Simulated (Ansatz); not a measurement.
HfGe in space group P6/mmm (No. 191; Hf on 3f, Ge on 1a, Ge on 2d) at seven volumes, the program Ansatz at the PBE level (PAW), shape and atoms relaxed at each. One row is withheld.

```tsv
V (Å³/atom)	P (GPa)
20.751	10.70
21.435	6.59
22.119	3.06
22.803	0.00
23.488	-2.65
24.172	?
24.856	-6.84
```

Fit the shown pressures and predict the withheld one.

P = (3/2)B₀(x^(7/2) − x^(5/2))[1 + (3/4)(B′ − 4)(x − 1)] with x = (V₀/V)^(2/3). Least squares on the six rows gives V₀ = 22.803 Å³/atom, B₀ = 94.2 GPa, B′ = 3.96. At V = 24.172, x = 0.9619 and P = -4.89 GPa. The run itself gave -4.91 GPa.

The cell is a constructed one: a structure type filled with these elements; neither database checked (COD, Materials Project) lists it. Its standing as an ambient phase is unchecked. Symmetry was held in the PBE relaxation; its stability against distortions is not shown here. No spin polarisation was allowed. Scalar-relativistic: spin–orbit coupling is off unless named, which matters more the heavier the elements.

Potentials: the later of the program's two PAW sets.
